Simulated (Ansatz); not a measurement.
The start is a generated cell, Ir placed in the bcc structure type. A full variable-cell relaxation at zero pressure is run with PBEsol (plane waves to 420 eV, PAW, scalar-relativistic; Ansatz, a program for electronic structure). The first steps use a coarse 15×15×15 k-mesh.

Starting cell:
```
CELL_PARAMETERS angstrom
     -1.52391     1.52391     1.52391
      1.52391    -1.52391     1.52391
      1.52391     1.52391    -1.52391
ATOMIC_POSITIONS crystal
  Ir 0.00000 0.00000 0.00000
```

**Question.** What pressure does the first self-consistent step give?

**Answer.** +10.4 GPa (positive: the cell is compressed).

**Question.** How does the volume change?

**Answer.** +2.9 %, from 14.16 to 14.56 Å³/atom.

**Question.** How do the shortest distances between atoms change?

**Answer.** The closest pairs of elements (up to four, under 3.6 Å), start → end: Ir–Ir 2.64 → 2.66 Å.

**Question.** Is the relaxed structure metallic? Give its gap.

**Answer.** Zero (metallic).

The space group stays Im-3m (No. 229) (the run could not lower it); the end is bcc (W type), with 1 atom in the primitive cell. Final values are on a 21×21×21 k-mesh of the relaxed cell. No spin polarisation in the result. A magnetic state may lie lower.

The run could not lose the symmetry of its start, so the end can be a saddle point.

The relaxed structure here is a generated cell of Ir: the first start was made by placing the elements on the sites of a structure type, and the end was not matched to a known phase here, so it may be hypothetical. Known forms of Ir include space group No. 225.
